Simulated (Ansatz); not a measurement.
Here is the system:

CuCl:
```xyz
2
Lattice="0.0000 2.6037 2.6037 2.6037 0.0000 2.6037 2.6037 2.6037 0.0000" Properties=species:S:1:pos:R:3 pbc="T T T"
Cu     0.0000     0.0000     0.0000
Cl     3.9056     3.9056     3.9056
```

This is the LDA-relaxed structure. Cartesian axes are those of the cell as given.

All from the program Ansatz at the LDA level (PAW), unless another level is named. Estimate the Poisson's ratio.

0.42.

And the vibrational entropy at 300 K?

38.8 J/(K·mol of atoms).

Predict the highest zone-centre frequency (without LO–TO term).

190 cm⁻¹.

Predict the elastic constants (relaxed ions, GPa).

C11 = 83.7, C12 = 69.7, C44 = 18.2.

Predict the piezoelectric stress constants (proper, relaxed ions, C/m²).

e14 = e25 = e36 = -0.41.

Space group F-43m (zinc blende). Symmetry was held in the LDA relaxation; phonons on a q-mesh show no instability. No spin polarisation was allowed.

Potentials: the earlier of the program's two PAW sets.
